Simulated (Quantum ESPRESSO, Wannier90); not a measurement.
# Wannierisation of TaSe$_{2}$ (R-3m)

```xyz
3
Lattice="-1.7544 3.0387 0.0000 -3.5088 0.0000 0.0000 -1.7544 1.0129 6.6457" Properties=species:S:1:pos:R:3 pbc="T T T"
Ta     0.0000     0.0000     0.0000
Se     1.7544    -1.0129    -1.6289
Se    -1.7544     1.0129     1.6289
```

Materials Project entry mp-567724; symmetrised, unrelaxed at this level. COD (Crystallography Open Database) has the formula in 5 space groups, this one among them (matched by group alone). Method: PBEsol plane waves in Quantum ESPRESSO 7.5 (PseudoDojo norm-conserving files, 69 Ry, no spin polarisation, no spin-orbit coupling), Bloch states on a 8×8×8 mesh through Γ, Wannier90 4.0.1. Density: 10×10×10 mesh, cold smearing 0.01 Ry. The cell is built of weakly bound layers, chains or molecules, whose nearest atoms lie 3.95 Å apart. Database cells relaxed without dispersion often hold them too far apart, which can enlarge gaps and weakens couplings between them; spacing and stacking were not compared with the measured crystal. Spin-orbit coupling is left out although heavy elements are present.

Energies are relative to the Fermi level.

**Bands.** No gap over 0.05 eV opens at the Fermi level at this level of theory. 4 filled groups are cut off by gaps; the highest, bands 15–16, spans -14.61 to -12.68 eV and is Se 4s 82 %, Ta 5d 9 %, Ta 6s 7 %.

**Model.** 11 functions (Ta d, Se p) from bands 17-37, frozen to 1.50 eV, reach Ω_I = 19.99 Å² and follow pw.x to 2.7 meV rms (states up to 1.0 eV relative to the Fermi level).

**Frozen window.** Edge, Ω_I and misfit go -0.5 eV, 19.04 Å², 69 meV; 0.5 eV, 19.33 Å², 33 meV; 1.0 eV, 19.74 Å², 5.8 meV; 1.5 eV, 19.99 Å², 2.7 meV. Ω_I never falls as the edge rises, since each frozen state takes freedom from the choice of the smoothest subspace. The edges under the compared range leave its upper states unfrozen, and their misfit is the largest.

**Outer window.** The setting "only the lowest 16 of the kept bands" raises Ω_I to 21.46 Å², as fewer states are left to mix in, and the misfit goes to 2.2 meV.

**Stops.** With the frozen window to 5.05 eV the program stops (More states in the frozen window than target WFs). With the outer window to 4.34 eV the program stops (Energy window contains fewer states than number of target WFs).
